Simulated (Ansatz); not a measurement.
Input:

Ag:
Space group Fd-3m, origin choice 1 (No. 227); a = 6.040 Å, b = 6.040 Å, c = 6.040 Å, α = 90.00°, β = 90.00°, γ = 90.00°

```csv
atom,site,symmetry,x,y,z
Ag,8b,-43m,0.5000,0.5000,0.5000
```
(The calculation used a cell of 2 atoms; values per cell refer to that cell.)

This is the PBEsol-relaxed structure.

**Question.** All from PBEsol (plane waves, PAW; program Ansatz), unless another level is named. Estimate the density of states at the Fermi level.

**Answer.** 0.33 states/eV per atom (mean over ±0.08 eV).

**Question.** Predict the gap with spin–orbit coupling.

**Answer.** none (metallic).

The start of the workflow was typed in or built on a structure type; neither database checked (COD, Materials Project) lists it. It is not the phase usual at ambient conditions (space group No. 225). The PBEsol relaxation kept the symmetry of its start. At this level the phase is mechanically unstable. No spin polarisation was allowed. Scalar-relativistic: spin–orbit coupling is off unless named, which matters more the heavier the elements.

Potentials: the later of the program's two PAW sets.
